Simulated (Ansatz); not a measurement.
O:
```cif
data_O4
_chemical_formula_sum 'O4'
_space_group_name_H-M_alt 'P 1'
_space_group_IT_number 1
_cell_length_a 4.29954
_cell_length_b 3.45153
_cell_length_c 4.68568
_cell_angle_alpha 90.000
_cell_angle_beta 116.640
_cell_angle_gamma 90.000
loop_
_space_group_symop_operation_xyz
  'x, y, z'
loop_
_atom_site_label
_atom_site_type_symbol
_atom_site_fract_x
_atom_site_fract_y
_atom_site_fract_z
_atom_site_occupancy
O1 O 0.84307 0.00000 0.93580 1
O2 O 0.15693 0.00000 0.06420 1
O3 O 0.84307 0.50000 0.43575 1
O4 O 0.15693 0.50000 0.56425 1
```
Starting moments (μB, in the order of the atoms O O O O): 1.0 1.0 -1.0 -1.0.

This is the r²SCAN-relaxed structure.

**Question.** All from DFT-r²SCAN in the program Ansatz with PAW potentials, unless another level is named. Estimate the band gap.

**Answer.** 2.65 eV (indirect).

**Question.** Next, the smallest direct gap on the standard path?

**Answer.** 2.71 eV.

**Question.** Give the valence-band maximum.

**Answer.** at Γ.

Space group C2/m (α-O2). The r²SCAN relaxation kept the symmetry of its start, as lowered by the spin order. Magnetic state: antiferromagnetic, chosen from 5 collinear starts compared on coarse meshes (ties went to the first, and starts can fall back to one state), not a proven ground state. Textbook magnetic order: antiferromagnetic. The substance is a gas or liquid at ambient conditions; this is its low-temperature solid. Other orbital occupations within this spin state were not tried. No Hubbard U is applied. A crystal of weakly bound units computed without a dispersion correction: the cell and the soft elastic constants depend strongly on that. Point labels and valley counts follow the cell and symmetry of the run, lower than the named group.

Potentials: the earlier of the program's two PAW sets.
